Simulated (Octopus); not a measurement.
Be₂C (Fm-3m, No. 225), cubic lattice constant 4.325 Å. The cell is a database entry, not relaxed again.

Method: LDA in Octopus 16.4; grid spacing about 0.15 Å, Γ-centred 8×8×8 k-mesh, Fermi-Dirac smearing of 0.01 eV, no spin polarisation; PseudoDojo 0.4 LDA potentials. The cell is scaled uniformly. Energies of the lowest empty band count from each cell's highest valence level among the special points, at Γ; they are Kohn-Sham values at fixed points of the zone. At Γ the level is degenerate.

| a (Å) | ln(V/V₀) | Γ (eV) | X (eV) | L (eV) |
|---|---|---|---|---|
| 4.130 | -0.1381 | 4.315 | 1.266 | 5.227 |
| 4.173 | -0.1069 | ? | ? | ? |
| 4.216 | -0.0760 | 4.202 | 1.236 | 5.109 |
| 4.260 | -0.0453 | 4.145 | 1.220 | 5.051 |
| 4.303 | -0.0150 | 4.090 | 1.205 | 4.993 |
| 4.325 | 0.0000 | 4.062 | 1.197 | 4.964 |
| 4.368 | 0.0299 | 4.007 | 1.182 | 4.906 |

V₀ is the volume of the database cell.

Task: Fit each column by a quadratic in ln V through the rows shown. Give the volume deformation potentials dE/d ln V at the withheld row, and predict that row.

Result: Fits: Γ: 4.062 −1.84 x −0.0 x²; X: 1.197 −0.52 x −0.1 x²; L: 4.964 −1.93 x −0.2 x², with x = ln(V/V₀). At x = -0.1069 the slopes are −1.8 eV (Γ), −0.5 eV (X), −1.9 eV (L). Predicted against computed: 4.258 against 4.258 eV, 1.251 against 1.251 eV, 5.168 against 5.168 eV.

The lowest of these levels is that at X in all rows.
